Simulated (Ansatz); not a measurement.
This WI₆ structure is the end of a relaxation. The cell was found from a structure generator's guess, not taken from experiment.

All numbers below come from DFT PBE, scalar-relativistic, plane waves, PAW in Ansatz. Cutoff 420 eV, Γ-centred mesh, Gaussian smearing, no spin polarisation.

```xyz
7
Lattice="0.0000 5.7844 5.7844 5.7844 0.0000 5.7844 5.7844 5.7844 0.0000" Properties=species:S:1:pos:R:3 pbc="T T T"
W     0.0000    0.0000    0.0000
I     2.7112    5.7844    5.7844
I     8.8577    5.7844    5.7844
I     5.7844    2.7112    5.7844
I     5.7844    8.8577    5.7844
I     5.7844    5.7844    2.7112
I     5.7844    5.7844    8.8577
```

Formation energies are uncorrected and refer to the elements' standard structures at the same level.

Question: Find its symmetry and describe it.

Answer: Fm-3m (No. 225). Conventional cell: a = 11.569 Å. Around W lie 6 I at 2.71 Å; around I lies 1 W at 2.71 Å.

Question: What is its formation energy per atom?

Answer: −0.012 eV/atom. The formation energy is too near zero to say whether this cell lies below the elements.

Question: Is it a metal?

Answer: No, the gap on the 6×6×6 mesh is 0.18 eV.

The last run used a 6×6×6 mesh for its 7-atom cell and Gaussian smearing of 0.01 eV. Weakly bound directions are ill-defined at this level, which has no dispersion term. These runs have no spin–orbit coupling, which can matter for I and W. Kohn–Sham gaps at this level usually fall short of measured ones. The missing spin–orbit coupling can work the other way here. The reference form of I is held partly by dispersion forces, which this level lacks. Small gaps are read on the mesh alone, and bands can cross between its points. A structure relaxed within its symmetry needn't be a true minimum.
